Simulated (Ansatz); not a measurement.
Input:

Pb:
```yaml
crystal:
  lattice:
    - [0.00000, 2.44077, 2.44077]
    - [2.44077, 0.00000, 2.44077]
    - [2.44077, 2.44077, 0.00000]
  atoms:
    - { symbol: Pb, position: [0.00000, 0.00000, 0.00000] }
```

This is the LDA-relaxed structure.

### Question
All from DFT-LDA in the program Ansatz with PAW potentials, unless another level is named. Predict the bulk modulus (Birch–Murnaghan fit).

### Answer
52.6 GPa.

### Question
Give the elastic constants (relaxed ions, GPa).

### Answer
C11 = 59.4, C12 = 48.2, C44 = 19.5.

Space group Fm-3m (fcc (Cu type)). The LDA relaxation kept the symmetry of its start. As this level gives no gap, shear constants depend on the k-mesh and smearing (Fermi–Dirac, 0.1 eV here). Spin–orbit coupling is left out wherever it is not named.

Potentials: the later of the program's two PAW sets.
